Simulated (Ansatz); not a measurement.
In$_{2}$Ni$_{3}$S$_{2}$ in space group R-3m (No. 166; In on 3b, In on 3a, Ni on 9d, S on 6c), plane-wave PAW r²SCAN (Ansatz code), all energies at zero smearing, with the estimated change up to a 700 eV cutoff added, with one set of potentials and settings (totals compare only within such a set). Cell of 7 atoms (2 In, 3 Ni, 2 S): -30574.570 eV.

```csv
element,reference phase,E (eV/atom)
In,"I4/mmm, 1 atoms in the cell",-5611.8204
Ni,"Fm-3m, 1 atoms in the cell, spin-polarised",-5845.2912
S,"P2/c, 32 atoms in the cell",-905.8156
```

Formation energy per atom, worked out: (-30574.570 − 2×(-5611.8204) − 3×(-5845.2912) − 2×(-905.8156))/7 = -0.489 eV/atom (-47 kJ per mol of atoms), at 0 K, without zero-point energy or fitted corrections.

The first step of the workflow began from a Materials Project structure, measured or hypothetical; the Crystallography Open Database copy checked does not list it. Its standing as an ambient phase is unchecked. The r²SCAN relaxation kept the symmetry of its start; its stability against distortions is not shown here. No spin polarisation was allowed. The references are the lowest solids computed at this level, not always the standard phases.

Potentials: the later of the program's two PAW sets.
